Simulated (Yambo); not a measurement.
Yambo run on MgPdF₆ (space group R-3, No. 148). The wavefunctions are norm-conserving LDA (Quantum ESPRESSO, 84 Ry, scalar-relativistic) ones on a 4×4×4 mesh (35 occupied bands); a = b = c = 5.333 Å, α = β = γ = 55.07°.

Yambo input:

```
rim_cut
gw0
dyson
el_el_corr
HF_and_locXC
ppa
em1d
RandQpts= 1000000
RandGvec= 1 Ry
EXXRLvcs= 84 Ry
VXCRLvcs= 336 Ry
Chimod= "HARTREE"
% BndsRnXp
 6 | 47 |
%
NGsBlkXp= 5 Ry
% LongDrXp
 1.0 | 1.0 | 1.0 |
%
PPAPntXp= 27.2114 eV
% GbndRnge
 1 | 47 |
%
GTermKind= "BG"
DysSolver= "n"
ExtendOut
% QPkrange
 7 | 7 | 35 | 36 |
%
```

k points by index: 7 = F.

Table of the .qp output:

```
#    K-point    Band    Eo [eV]    E [eV]    E-Eo [eV]    Vxc [eV]    Vnlxc [eV]    Sc|Eo [eV]    Sc|E [eV]    dSc/dw|Eo [eV]    Re(Z)    Im(Z)
#
    7    35    0.000000    -1.616697    -1.616697    -24.30537    -31.88432    5.405286    5.962251    -9.372483    0.743801    -0.002297
    7    36    1.833789    3.670412    1.836623    -24.60256    -20.30303    -1.868839    -2.462903    -8.800690    0.755612    -0.002245
```
(The two width columns are left out.) Convergence of these settings isn't established.

Spin-orbit coupling is not included.

Geometry of the Materials Project entry, not relaxed at this level.
